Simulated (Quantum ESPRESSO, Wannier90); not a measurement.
Wannier functions of KTaO$_{3}$ (cubic perovskite)

```xyz
5
Lattice="3.9949 0.0000 0.0000 0.0000 3.9949 0.0000 0.0000 0.0000 3.9949" Properties=species:S:1:pos:R:3 pbc="T T T"
K      1.9974     1.9974     1.9974
Ta     0.0000     0.0000     0.0000
O      0.0000     1.9974     0.0000
O      1.9974     0.0000     0.0000
O      0.0000     0.0000     1.9974
```

Structure: Materials Project mp-3614, symmetrised, not relaxed again. COD (Crystallography Open Database) records the formula in this space group. Ideal cubic forms of this type are often high-temperature phases that distort on cooling; symmetry holds the cell here, and its stability was not tested. Level: PBEsol, spinors with spin-orbit coupling; pw.x of Quantum ESPRESSO at 68 Ry with PseudoDojo potentials, 6×6×6 k-points, Wannier90. Density: 8×8×8 mesh, cold smearing 0.01 Ry.

Base run: 28 functions from bands 23-76 of the 76 computed, start hydrogen-like Ta: d; O: p, centres 0.05 Å off the atoms, frozen window up to 3.50 eV relative to the valence-band maximum, outer window open. One thing is changed at a time; window edges are relative to the valence-band maximum. The misfit compares interpolated bands with pw.x on a high-symmetry path, for states up to 3.0 eV relative to the valence-band maximum. Converged means that the tolerances were met: symmetric starts can stop on a saddle, which shows as a larger Ω_OD at equal Ω_I and can move the misfit too.

```csv
setting,functions,frozen to (eV),Ω_I (Å²),Ω_D (Å²),Ω_OD (Å²),rms misfit (meV),worst (meV),ended
base,28,3.50,26.94,0.00,0.43,1.3,16,converged
```

Question: Starting from this base row, predict which settings stop with an error, and how Ω_I and the misfit move in the others: frozen window to 4.50 eV; no frozen window; outer window to 9.06 eV.

Answer: 
```
setting                   functions  frozen to (eV)  Ω_I (Å²)  Ω_D (Å²)  Ω_OD (Å²)  rms misfit (meV)  worst (meV)                               ended
------------------------  ---------  --------------  --------  --------  ---------  ----------------  -----------  ----------------------------------
frozen window to 4.50 eV         28            4.50     27.35      0.00       0.48               0.4          4.7                           converged
no frozen window                 28            none     21.75      0.00       0.11               916         2520                           converged
outer window to 9.06 eV          28            3.50         –         –          –                 –            –  stops: too few bands in the window
```

Runs of this sweep that didn't settle are not listed.
